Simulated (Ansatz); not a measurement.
## Computed properties of MoSeS

MoSeS:
```yaml
crystal:
  lattice:
    - [3.23822, 0.00000, 0.00000]
    - [-1.61911, 2.80438, 0.00000]
    - [0.00000, 0.00000, 12.83012]
  atoms:
    - { symbol: Mo, position: [0.33333, 0.66667, 0.00000] }
    - { symbol: Mo, position: [0.66667, 0.33333, 0.50000] }
    - { symbol: Se, position: [0.33333, 0.66667, 0.63090] }
    - { symbol: Se, position: [0.33333, 0.66667, 0.36910] }
    - { symbol: S, position: [0.66667, 0.33333, 0.88046] }
    - { symbol: S, position: [0.66667, 0.33333, 0.11954] }
```

Space group P-6m2 (No. 187); conventional cell a = 3.238 Å, b = 3.238 Å, c = 12.830 Å, α = 90.00°, β = 90.00°, γ = 120.00°.

Method: r²SCAN+D4 in the plane-wave PAW code Ansatz. The cell and atoms are relaxed at this level. Other levels are named where they apply.

Cell and energy:

- Volume per atom: 19.42 Å³
- Density: 5.90 g/cm³
- Formation energy from the elements (no fitted shifts): -0.87 eV/atom

Electronic structure:

- Band gap: 0.65 eV (indirect)
- Valence-band maximum: at Γ
- Conduction-band minimum: at K (2 equivalent valleys)
- Smallest direct gap on the standard path: 0.82 eV
- Hole effective mass: 0.77, 0.77, 0.99 mₑ (principal values)
- HSE06 gap on the r²SCAN+D4 cell: 0.99 eV

Mechanics:

- Bulk modulus (Birch–Murnaghan fit): 35.0 GPa
- Pressure derivative B′: 13.3
- Elastic constants (relaxed ions, GPa): C11 = 206, C12 = 51.6, C13 = 9.3, C33 = 43.5, C44 = 14.1
- Mechanical stability: stable (all eigenvalues of C positive)
- Hill bulk and shear moduli: 51.0 and 35.6 GPa
- Young's modulus: 86.6 GPa
- Poisson's ratio: 0.22
- Debye temperature from the elastic constants: 301 K

Dielectric response:

- Electronic dielectric constant ε∞ (DFPT): 15.5 (xx = yy), 6.20 (zz)
- Static dielectric constant ε0 (ions relaxed, cell fixed): 15.7 (xx = yy), 6.25 (zz)
- Born charges (a third of the trace): Mo -1.35 to -0.74, Se +0.67, S +0.38 e

Phonons:

* **Highest zone-centre frequency (without LO–TO term)**: 461 cm⁻¹
* **Zone-centre stability**: no imaginary mode at Γ

Charges:

- Bader charges: Mo +1.04 to +1.34, Se -0.51, S -0.68 e

The first step of the workflow began from a Materials Project structure, measured or hypothetical; the Crystallography Open Database copy checked does not list it. With Se and S taken as one species the cell has the higher symmetry P6_3/mmc, so it may be an ordered model of a mixed-site phase. Whether it is the stable phase at ambient conditions was not checked. Symmetry was held in the r²SCAN+D4 relaxation. No spin polarisation was allowed. The references are the lowest solids computed at this level, not always the standard phases. Scalar-relativistic: spin–orbit coupling is off unless named, which matters more the heavier the elements.

Potentials: the later of the program's two PAW sets.
